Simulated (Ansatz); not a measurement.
Ga4Sb3N as one 8-atom ordering (I-42m) on the zincblende lattice, relaxed with r2SCAN. Space group I-42m (No. 121), tetragonal; a = 5.762 Å, c = 11.168 Å in the conventional setting, 23.18 Å³ an atom. N has 4 Ga at 2.01 Å; Ga has 1 N at 2.01 Å and 3 Sb at 2.62–2.74 Å; Sb has 4 Ga at 2.62 Å; Sb has 4 Ga at 2.74 Å.

The questions ask for values computed with Ansatz on this geometry. The calculation is non-magnetic, and the structure need not be a phase that has been made.

Given (6×6×6 mesh): With PBE the bands overlap by 0.04 eV (counted from 1, band 51 peaks at S₀–Γ (0.90 of the way from S₀) and band 52 bottoms out at Γ): no gap.

Q: Estimate the gap with PBE+SOC on 6×6×6.

A: PBE+SOC gives no gap: the lowest nominally empty band dips 0.06 eV below the top of the last filled one (its bottom at X, the top at S₀–Γ (0.90 of the way from S₀)), so the cell is a metal or semimetal at this level.

Q: Estimate the gap with HSE06 on 4×4×4.

A: The HSE06 gap is indirect, 0.32 eV (S₀–Γ (0.90 of the way from S₀) to Γ), below the direct gap of 0.36 eV at Γ.

Q: Roughly how does the cost of the PBE+SOC run (6×6×6) compare with r2SCAN's (6×6×6)?

A: About 5 times as much (7 core-minutes against 80 core-seconds, on 4 threads of Arm Neoverse V2 (shared host)).

Only the levels marked +SOC include spin-orbit coupling.

Where an edge lies off the special points, it is a point of the mesh or the k point where a search put PBE's edge or least direct gap, reused for the other functionals, whose own edges may lie a little apart; PBE's own value is read along its path and can be a few hundredths of an eV high.
